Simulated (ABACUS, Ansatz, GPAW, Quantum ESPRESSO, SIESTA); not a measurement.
# CsLiCr2Te2S3: 6 runs at one level of theory

```
CELL_PARAMETERS angstrom
3.60358 0.00000 0.00000
-1.80179 3.12079 0.00000
0.00000 0.00000 19.06651
ATOMIC_POSITIONS crystal
Cs 0.00000 0.00000 0.37399
Li 0.66667 0.33333 0.01607
Cr 0.00000 0.00000 0.86637
Cr 0.33333 0.66667 0.16833
Te 0.33333 0.66667 0.53891
Te 0.66667 0.33333 0.77276
S 0.00000 0.00000 0.10030
S 0.33333 0.66667 0.92920
S 0.66667 0.33333 0.23408
```

The cell comes from a database or a generator and needn't be the stable form of this composition.

Alike in all runs: task single point; functional PBE; k mesh 9 × 9 × 2; occupations fermi-dirac, width 0.05 eV; collinear spin, ferromagnetic start; no spin-orbit coupling. Pressure is positive in compression and, in plane waves, holds the error of the finite cutoff, which Ansatz's Pulay term estimates and takes out.

```
                                                                                                        program and potentials  plane-wave cutoff (eV)                                                  notes  pressure (GPa)  net moment per atom (μB)  largest force (eV/Å)
                                                                                                            Ansatz, Ansatz PAW                     420                10 valence electrons an atom on average            0.02                      0.63                 0.033
                                                                                     Quantum ESPRESSO, SSSP 1.3 efficiency PBE                     748              7.78 valence electrons an atom on average            0.03                      0.63                 0.032
                                                                                    GPAW, GPAW PAW data sets (gpaw-data 1.2.1)                     800              5.78 valence electrons an atom on average            0.09                      0.63                 0.101
                                                                                Ansatz, all-electron LAPW, scalar-relativistic                       -                                                      -            0.02                      0.63                 0.034
SIESTA, files PseudoDojo sr-pbe-0.4.1-standard, DZP (energy shift 0.003 Ry; two zetas on semicore shells; d shell added on Cs)                       -  atomic basis; 10 valence electrons an atom on average            0.61                      0.63                 0.218
                                                                      ABACUS, PseudoDojo NC SR 0.4.1 PBE standard, plane waves                    1293                10 valence electrons an atom on average            0.23                      0.63                 0.035
```

Force on atom 1 (Cs), eV/Å:

```csv
program and potentials,x,y,z
"Ansatz, Ansatz PAW",0.000,0.000,0.033
"Quantum ESPRESSO, SSSP 1.3 efficiency PBE",0.000,0.000,0.031
"GPAW, GPAW PAW data sets (gpaw-data 1.2.1)",0.000,0.000,0.036
"Ansatz, all-electron LAPW, scalar-relativistic",0.000,0.000,0.032
"SIESTA, files PseudoDojo sr-pbe-0.4.1-standard, DZP (energy shift 0.003 Ry; two zetas on semicore shells; d shell added on Cs)",0.000,0.000,0.043
"ABACUS, PseudoDojo NC SR 0.4.1 PBE standard, plane waves",0.000,0.000,0.027
```

The pressure spans 0.02 (Ansatz, all-electron LAPW, scalar-relativistic) to 0.61 GPa (SIESTA, files PseudoDojo sr-pbe-0.4.1-standard, DZP (energy shift 0.003 Ry; two zetas on semicore shells; d shell added on Cs)), with all-electron results at 0.02. All agree on the net moment per atom. The state is the one that the start led to, which needn't be the lowest. Rows in atomic bases carry the error of their basis and grid, which can be large.

The functional is the same throughout but for its coding, so the spread measures potentials, basis and numerics; runs on potential files found faulty are left out.
